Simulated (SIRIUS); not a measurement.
Input and output of a self-consistent single point for GaN (P6_3mc, 4 atoms in the cell; from Materials Project mp-804, changed as shown) (SIRIUS).

Computed with PBE, PseudoDojo 0.5 standard norm-conserving PBE (tails mended) pseudopotentials (plane waves; SIRIUS).

The change in words: volume scaled by 0.99. Reference geometry (P6_3mc):
```xyz
4
Lattice="3.1889 0.0000 0.0000 -1.5945 2.7617 0.0000 0.0000 0.0000 5.1924" Properties=species:S:1:pos:R:3 pbc="T T T"
Ga     1.5945     0.9206     2.5914
Ga     0.0000     1.8411     5.1876
N      1.5945     0.9206     4.5481
N      0.0000     1.8411     1.9519
```

Reference input (self-consistent single point, DFT, PBE, plane waves, PseudoDojo 0.5 standard norm-conserving PBE (tails mended) pseudopotentials): parameters.ngridk = 8 8 6; parameters.xc_functionals = [XC_GGA_X_PBE, XC_GGA_C_PBE]; parameters.gk_cutoff = 9.165 1/bohr; parameters.pw_cutoff = 18.331 1/bohr; parameters.smearing = gaussian; parameters.smearing_width = 0.0001 Ha; potentials = PseudoDojo 0.5 standard norm-conserving PBE (tails mended) pseudopotentials; parameters.electronic_structure_method = pseudopotential; parameters.num_bands = 22; parameters.num_mag_dims = 0; parameters.num_dft_iter = 100; parameters.energy_tol = 1e-07 Ha. This run's input differs from it in these lines:

```diff
@@ -32,7 +32,7 @@
     "lattice_vectors": [
-      [1.0000000549, 0.0, 0.0],
-      [-0.5000000274, 0.8660253287, 0.0],
-      [0.0, 0.0, 1.6282453001]
+      [0.9999999371, 0.0, 0.0],
+      [-0.5000001259, 0.8660251926, 0.0],
+      [0.0, 0.0, 1.628245263]
     ],
-    "lattice_vectors_scale": 6.026204,
+    "lattice_vectors_scale": 6.006047,
     "atom_coordinate_units": "au",
@@ -45,8 +45,8 @@
       "Ga": [
-        [3.0131051784, 1.7396133604, 4.897042003],
-        [-3.0131e-06, 3.4792319396, 9.8031111732]
+        [3.0030259991, 1.7337942696, 4.8806618164],
+        [-3.6329e-06, 3.4675937405, 9.770320605]
       ],
       "N": [
-        [3.0131051784, 1.7396133604, 8.5946482152],
-        [-3.0131e-06, 3.4792319396, 3.6885790449]
+        [3.0030259991, 1.7337942696, 8.5658998522],
+        [-3.6329e-06, 3.4675937405, 3.6762410636]
       ]
```

Log, with long lists cut:

```
[find] density tolerance         : 1e-06
[find] total energy tolerance    : 1e-07
[find] iter_solver_tol (initial) : 0.01
[find] iter_solver_tol (target)  : 1e-13
[find] num_dft_iter              : 100
Charges and magnetic moments
--------------------------------------------------------------------------------
total charge          : 36.000000
[find] | SCF iteration   0 out of 100|
[diagonalize] iterative solver tolerance (occupied, empty): 0.01 0.01
[diagonalize] average number of iterations: 2.5
[find] Charges and magnetic moments
[find] total charge          : 36.000000
[find] Energy
   [... lines left out ...]

[find] Charges and magnetic moments
[find] total charge          : 36.000000
[find] Energy
[find] smearing (-TS)                 :       0.00000000
[find] Total energy                   :    -173.75954399 (Ha),    -347.51908798 (Ry)
[find] Free energy (E-TS)             :    -173.75954399 (Ha),    -347.51908798 (Ry)
[find] band gap (eV)                  :       2.00888645
[find] Efermi                         :       0.40572719
[find] iteration : 14, RMS (target) : 8.6928e-07 (1.0000e-06) , energy difference (target) : -2.7853e-12 (1.0000e-07)
[find] bands are converged : true
[find] iterative solver converged : true
[find] converged after 15 SCF iterations!
[find] Charges and magnetic moments
[find] total charge          : 36.000000
[find] Energy
[find] smearing (-TS)                 :       0.00000000
[find] Total energy                   :    -173.75954399 (Ha),    -347.51908798 (Ry)
[find] Free energy (E-TS)             :    -173.75954399 (Ha),    -347.51908798 (Ry)
[find] band gap (eV)                  :       2.00888645
[find] Efermi                         :       0.40572719
[ground_state] === stress tensor components [kbar] ===
[ground_state] === stress_total ===
[ground_state]   -73.303793   -0.000013   -0.000000
[ground_state]    -0.000013  -73.303820   -0.000000
[ground_state]    -0.000000   -0.000000  -73.800785
[ground_state] ==== total Forces in Ha/bohr =====
[ground_state] atom:    0, force:      -0.0000000     -0.0000000      0.0001670
[ground_state] atom:    1, force:       0.0000000      0.0000000      0.0001670
[ground_state] atom:    2, force:       0.0000000     -0.0000000     -0.0001664
[ground_state] atom:    3, force:      -0.0000000     -0.0000000     -0.0001664
```

The run converged in 15 iterations. SIRIUS prints the stress tensor with tension positive. Against the reference run the free energy rises by 4.5 meV/atom, the pressure goes from 5.34 to 7.35 GPa, the largest force moves little (0.007 to 0.009 eV/Å) and the gap on the mesh goes from 1.940 to 2.009 eV.

The structure comes from a collection of computed structures, made at another level of theory; the collection holds predicted forms beside known ones.

Cost on one core: about 80 core-seconds (a rough figure).

The gap that the log prints is read on the run's mesh, which can miss the band edges or a crossing.

“Tails mended”: in these copies of the files the far tail of each local potential was reset to the Coulomb form.
